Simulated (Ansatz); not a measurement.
**Fields on a plane of MgSe (rock salt)**

```
MgSe
1.0
    0.00000     2.72489     2.72489
    2.72489     0.00000     2.72489
    2.72489     2.72489     0.00000
Se Mg
1 1
Direct
  0.00000   0.00000   0.00000
  0.50000   0.50000   0.50000
```

The slice is a {100} plane (indices of the conventional cell) through the point (0.500, 0.500, 0.500) (fractional), spanned by u = [100] and v = [0 1 -1] in vectors of this cell: u (3.85 Å) and v (3.85 Å, at 90° to u). It covers one period; positions are fractions (u, v).

Atoms on it: Se at (0.50, 0.50); Mg at (0.00, 0.00).

Computed with PBEsol (plane waves to 420 eV, PAW, scalar-relativistic; Ansatz, a program for electronic structure). k mesh 10×10×10. Inside the PAW spheres the values are not all-electron values, and peaks at nuclei hang on which shells count as valence. MgSe was relaxed with its symmetry unable to fall.

```
|xxxxxx++--      ..................      --++xxxx|
|xxxxxx==..    ..::--------------::..    ..==xxxx|
|xx++==::      --++**************++--      ::==++|
|----..      --**%%%%%%%%%%%%%%%%%%**--      ..--|
|          --##%%@@@@@@@@@@@@@@@@@@%%##--        |
|        --##@@@@@@@@@@@@@@@@@@@@@@@@@@##--      |
|    ..--**%%@@@@@@@@@@@@@@@@@@@@@@@@@@%%**--..  |
|....::++%%@@@@@@@@@@@@@@%%@@@@@@@@@@@@@@%%++::..|
|....--**%%@@@@@@@@@@%%##xx##%%@@@@@@@@@@%%**--..|
|....--**%%@@@@@@@@%%xxxxxxxxxx%%@@@@@@@@%%**--..|
|....--**%%@@@@@@@@##xxxxxxxxxx##@@@@@@@@%%**--..|
|....--**%%@@@@@@%%xxxxxxxxxxxxxx%%@@@@@@%%**--..|
|....--**%%@@@@@@@@##xxxxxxxxxx##@@@@@@@@%%**--..|
|....--**%%@@@@@@@@%%xxxxxxxxxx%%@@@@@@@@%%**--..|
|....--**%%@@@@@@@@@@%%##xx##%%@@@@@@@@@@%%**--..|
|....::++%%@@@@@@@@@@@@@@%%@@@@@@@@@@@@@@%%++::..|
|    ..--**%%@@@@@@@@@@@@@@@@@@@@@@@@@@%%**--..  |
|        --##@@@@@@@@@@@@@@@@@@@@@@@@@@##--      |
|          --##%%@@@@@@@@@@@@@@@@@@%%##--        |
|----..      --**%%%%%%%%%%%%%%%%%%**--      ..--|
|xx++==::      --++**************++--      ::==++|
|xxxxxx==..    ..::--------------::..    ..==xxxx|
|xxxxxx++--      ..................      --++xxxx|
|xxxxxxxx--      ..................      --xxxxxx|
```
Scale: ten equal steps from 0.03 (start of ' ') to 0.82 (end of '@'), in the order ' .:-=+*#%@'. Values: electron localisation function (ELF). The map has 24 points along u (two characters each, u = 0 at the left) and 24 along v (v = 0 in the bottom row). Points within 0.5 Å of a nucleus are blanked (x), as the pseudised field means little there.

```
|   :=*#*+=-:::-=+*#*=:  |
|  .-+*#*+=-:::-=+*#*+-. |
|::-=*##*+-:::::-+*##*=-:|
|==+*##*+=-:::::-=+*##*+=|
|***##**+=--:::--=+**##**|
|####**+===========+**###|
|****++===++***++===++***|
|++++====+*#%%%#*+====+++|
|===---=+*%@@@@@%*+=---==|
|---::-=+#@@@@@@@#+=-::--|
|::::::=*%@@%#%@@%*=:::::|
|::::::=*%@@#*#@@%*=:::::|
|::::::=*%@@%#%@@%*=:::::|
|---::-=+#@@@@@@@#+=-::--|
|===---=+*%@@@@@%*+=---==|
|++++====+*#%%%#*+====+++|
|****++===++***++===++***|
|####**+===========+**###|
|***##**+=--:::--=+**##**|
|==+*##*+=-:::::-=+*##*+=|
|::-=*##*+-:::::-+*##*=-:|
|  .-+*#*+=-:::-=+*#*+-. |
|   :=*#*+=-:::-=+*#*=:  |
|   :=*#*+=-:::-=+*#*=:  |
```
Scale: ten equal steps from 0.003 (start of ' ') to 0.112 (end of '@'), in the order ' .:-=+*#%@'. Values: density of the lowest conduction band (whole band as if filled, smooth part) in e/Å³. The map has 24 points along u (one character each, u = 0 at the left) and 24 along v (v = 0 in the bottom row). 

The density on the Se–Mg line (2.72 Å) at its density minimum, 1.7 Å from Se is 0.15 e/Å³ and the ELF at that point is 0.1. ELF maximum in the middle third of the Se–Mg line: 0.82, 1.0 Å from Se. Character of the Se–Mg contact (rough rule: ELF there above 0.7 covalent, below 0.2 ionic, polar between): closed-shell (ionic). Element round which the density of the highest valence band (whole band, smooth part) is largest on this plane: Se.
